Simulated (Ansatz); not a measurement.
SiRu2 in space group P4/nmm (No. 129; Ru on 2a, Ru on 2c, Si on 2c) at seven volumes, DFT-PBE in the program Ansatz with PAW potentials, shape and atoms relaxed at each. One row is withheld.

```
V (Å³/atom)  P (GPa)
-----------  -------
12.738         27.50
13.158         16.73
13.578          7.65
13.998          0.00
14.418             ?
14.838        -11.76
15.257        -16.19
```

Problem. Fit the shown pressures and predict the withheld one.

Solution. Third-order Birch–Murnaghan: P = (3/2)B₀(x^(7/2) − x^(5/2))[1 + (3/4)(B′ − 4)(x − 1)] with x = (V₀/V)^(2/3). Least squares on the six rows gives V₀ = 13.999 Å³/atom, B₀ = 231.9 GPa, B′ = 4.83. At V = 14.418, x = 0.9805 and P = -6.37 GPa. The run itself gave -6.42 GPa.

The cell is a constructed one: a structure type filled with these elements; neither database checked (COD, Materials Project) lists it. Whether it is the stable phase at ambient conditions was not checked. The cell was relaxed with PBE under the symmetry of its start; whether a distortion lowers the energy is not shown. No spin polarisation was allowed.

Potentials: the earlier of the program's two PAW sets.
